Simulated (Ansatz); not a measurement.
# Computed properties of Bi2Te2S

Bi$_{2}$Te$_{2}$S:
```
CELL_PARAMETERS angstrom
      2.11524     1.22123     9.53254
     -2.11524     1.22123     9.53254
      0.00000    -2.44247     9.53254
ATOMIC_POSITIONS crystal
  Bi 0.40329 0.40329 0.40329
  Bi 0.59177 0.59177 0.59177
  Te 0.99503 0.99503 0.99503
  Te 0.79790 0.79790 0.79790
  S  0.21201 0.21201 0.21201
```

Space group R3m (No. 160); conventional cell a = 4.230 Å, b = 4.230 Å, c = 28.598 Å, α = 90.00°, β = 90.00°, γ = 120.00°.

Method: LDA in the plane-wave PAW code Ansatz. Geometry: relaxed at this level of theory. Other levels are named where they apply.

**Cell and energy**

- Volume per atom = 29.55 Å³
- Density = 7.93 g/cm³
- Formation energy from the elements (no fitted shifts) = -0.24 eV/atom

**Electronic structure**

Band gap: 0.46 eV (direct)
Valence-band maximum: at Γ
Conduction-band minimum: at Γ
Electron effective mass: 0.096, 0.096, 0.25 mₑ (principal values)
Hole effective mass: 0.087, 0.087, 0.32 mₑ (principal values)

**Phonons**

* **Highest zone-centre frequency (without LO–TO term)**: 198 cm⁻¹
* **Zone-centre stability**: no imaginary mode at Γ

The workflow started from a Materials Project entry (that database holds measured and hypothetical structures alike); the Crystallography Open Database copy checked does not list it. COD files the formula under space group No. 166. Its standing as an ambient phase is unchecked. The LDA relaxation kept the symmetry of its start. A crystal of weakly bound layers computed without a dispersion correction: the cell and the soft elastic constants depend strongly on that. The references are the lowest solids computed at this level, not always the standard phases. Scalar-relativistic: spin–orbit coupling is off unless named, which matters more the heavier the elements.

Potentials: the later of the program's two PAW sets.
